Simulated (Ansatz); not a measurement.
Cell and atoms are relaxed with the symmetry kept. Start:

```cif
data_structure
_symmetry_space_group_name_H-M 'P4/mmm'
_symmetry_Int_Tables_number 123
_cell_length_a 5.6927
_cell_length_b 5.6927
_cell_length_c 5.6911
_cell_angle_alpha 90.000
_cell_angle_beta 90.000
_cell_angle_gamma 90.000
_cell_volume 184.43
loop_
_atom_site_label
_atom_site_type_symbol
_atom_site_symmetry_multiplicity
_atom_site_Wyckoff_symbol
_atom_site_fract_x
_atom_site_fract_y
_atom_site_fract_z
_atom_site_occupancy
Fe1 Fe 2 e 0.50000 0.00000 0.50000 1
Fe2 Fe 8 r 0.74829 0.25171 0.75230 1
Fe3 Fe 1 b 0.00000 0.00000 0.50000 1
Fe4 Fe 2 f 0.50000 0.00000 0.00000 1
Co1 Co 1 a 0.00000 0.00000 0.00000 1
Co2 Co 1 d 0.50000 0.50000 0.50000 1
Co3 Co 1 c 0.50000 0.50000 0.00000 1
```

These are results of DFT r2SCAN, scalar-relativistic, plane waves, PAW in Ansatz, not measurements.

Cutoff 500 eV; k points 6×6×6 on the computed 16-atom cell (Γ-centred); Gaussian smearing, width 0.10 eV; collinear spin from starting moments 3.03 3.13 3.13 3.13 3.13 3.04 3.13 3.13 3.13 3.03 2.92 3.13 2.92 2.13 2.1 2.1 μB.

Question: What does it relax to?

Answer: The volume rises by 0.02 Å³/atom to 11.54 Å³/atom, and the energy changes by under 0.1 meV/atom. The cell ends with a moment of 39.96 μB (only this magnetic start was tried). Final structure:
Space group P4/mmm (No. 123). a = 5.693 Å, b = 5.693 Å, c = 5.699 Å, α = 90.00°, β = 90.00°, γ = 90.00°
```
atom site symmetry x y z
  Fe    2e mmm.  0.5000  0.0000  0.5000
  Fe    8r       ..m  0.7485  0.2515  0.7520
  Fe    1b     4/mmm  0.0000  0.0000  0.5000
  Fe    2f mmm.  0.5000  0.0000  0.0000
  Co    1a     4/mmm  0.0000  0.0000  0.0000
  Co    1d     4/mmm  0.5000  0.5000  0.5000
  Co    1c     4/mmm  0.5000  0.5000  0.0000
```

Course of the relaxation (steps run on the plane waves of an earlier cell, and the basis is chosen afresh near the end, so energy and pressure can step there; trial steps that raised the energy were taken back; energies are free energies):

```tsv
step	largest force component (eV/Å)	P (GPa)	V (Å³/atom)
1	0.028	0.30	11.53
2	0.011	0.11	11.54
3	0.000	0.00	11.54
4	0.000	0.00	11.54
```

The state reached may not be the lowest one. Only parallel moments were tried here.

Cost: 1 run of about 43 core-minutes, on Oxide Virtual Turin-like Processor (Zen 5) (shared hosts).